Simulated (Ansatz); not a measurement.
## Property card for BaNbNO$_{2}$

BaNbNO2:
```xyz
5
Lattice="4.1169 0.0000 0.0000 0.0000 4.1169 0.0000 0.0000 0.0000 4.0986" Properties=species:S:1:pos:R:3 pbc="T T T"
Ba     0.0000     0.0000     0.0000
Nb     2.0584     2.0584     2.0493
N      2.0584     2.0584     0.0000
O      0.0000     2.0584     2.0493
O      2.0584     0.0000     2.0493
```

Space group P4/mmm (No. 123); conventional cell a = b = 4.1169 Å, c = 4.0986 Å, α = β = γ = 90.00°.

Method: the program Ansatz at the r²SCAN level (PAW). The cell and atoms are relaxed at this level. Other levels are named where they apply.

### Cell and energy

* **Volume per atom**: 13.89 Å³
* **Density**: 6.60 g/cm³
* **Formation energy from the elements (no fitted shifts)**: -235 kJ/mol-atom

### Electronic structure

- Band gap: 0.23 eV (direct)
- Valence-band maximum: at Γ
- Conduction-band minimum: at Γ
- Electron effective mass: 0.28 along x (mₑ)
- Electron effective mass with spin–orbit coupling: 0.28, 0.28, 0.88 mₑ (principal values)
- Hole effective mass: 0.13, 0.51, 0.51 mₑ (principal values)
- Hole effective mass with spin–orbit coupling: 0.13, 0.49, 0.49 mₑ (principal values)
- HSE06 gap on the r²SCAN cell: 1.02 eV
- Gap with spin–orbit coupling: 0.22 eV
- Z2 indices of the occupied bands with spin–orbit coupling: 0;(000)

### Mechanics

- Bulk modulus (Birch–Murnaghan fit): 190 GPa
- Pressure derivative B′: 4.5
- Elastic constants (relaxed ions, GPa): C11 = 345, C12 = 107, C13 = 101, C33 = 415, C44 = 122, C66 = 119
- Mechanical stability: stable (all eigenvalues of C positive)
- Hill bulk and shear moduli: 191 and 125 GPa
- Young's modulus: 308 GPa
- Poisson's ratio: 0.23
- Debye temperature from the elastic constants: 598 K

### Dielectric response

- Electronic dielectric constant ε∞ (DFPT) = 7.79 (xx = yy), 16.8 (zz)
- Born charges (a third of the trace) = Ba +2.72, Nb +11.08, N -6.33, O -3.73 e

### Phonons

- Highest zone-centre frequency (without LO–TO term) = 489 cm^-1
- Zone-centre stability = unstable, softest mode 457i cm⁻¹

### Charges

* **Bader charges**: Ba +1.54, Nb +2.66, N -1.57, O -1.32 e

The first step of the workflow began from a Materials Project structure, measured or hypothetical; the Crystallography Open Database copy checked does not list it. With N and O taken as one species the cell has the higher symmetry Pm-3m, so it may be an ordered model of a mixed-site phase. Whether it is the stable phase at ambient conditions was not checked. Symmetry was held in the r²SCAN relaxation. No spin polarisation was allowed. The references are the lowest solids computed at this level, not always the standard phases (solids in place of the gases). Spin–orbit coupling is left out wherever it is not named.

Potentials: the later of the program's two PAW sets.
